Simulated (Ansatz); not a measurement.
TiRh (space group P4/mmm)

```xyz
4
Lattice="2.8943 0.0000 0.0000 0.0000 2.8943 0.0000 0.0000 0.0000 6.7125" Properties=species:S:1:pos:R:3 pbc="T T T"
Ti     1.4472     1.4472     1.6781
Ti     1.4472     1.4472     5.0344
Rh     0.0000     0.0000     0.0000
Rh     0.0000     0.0000     3.3562
```

A phonon eigenvector at Z = (0.0, 0.0, 0.5) is frozen into this cell: atom i moves by Q times the vector below, so Q is the largest atomic displacement, in Å. The cell is held. It is one choice among 2 degenerate patterns. (q is in reciprocal vectors of the primitive cell; the cell shown is doubled to hold the pattern.)

```csv
atom,x,y,z
Rh3,0.000,1.000,0.000
Rh4,0.000,-1.000,0.000
```

Atoms not listed stay in place.

Level of theory: LDA (plane waves to 420 eV, PAW, scalar-relativistic; Ansatz, a first-principles code). k mesh 16×16×7 (Γ-centred), Fermi-Dirac smearing 0.05 eV. The energy includes the smearing's −TS. With partly filled bands, energies and forces of such displacements shift with the k mesh and the smearing. TiRh is run without spin polarisation. TiRh was relaxed with its symmetry unable to fall. The zero of ΔE is the undisplaced structure.

What ΔE (eV/cell) does the calculation give at Q (Å) = -0.180, -0.120, -0.030, 0.120, 0.150?


```json
[
 {"Q (Å)": "-0.180", "ΔE (eV/cell)": "0.095"},
 {"Q (Å)": "-0.120", "ΔE (eV/cell)": "0.039"},
 {"Q (Å)": "-0.030", "ΔE (eV/cell)": "0.002"},
 {"Q (Å)": "0.120", "ΔE (eV/cell)": "0.039"},
 {"Q (Å)": "0.150", "ΔE (eV/cell)": "0.063"}
]
```

(For displaced atoms, the force is minus the slope of the energy, and its curvature is a force constant, which sets phonon frequencies.)
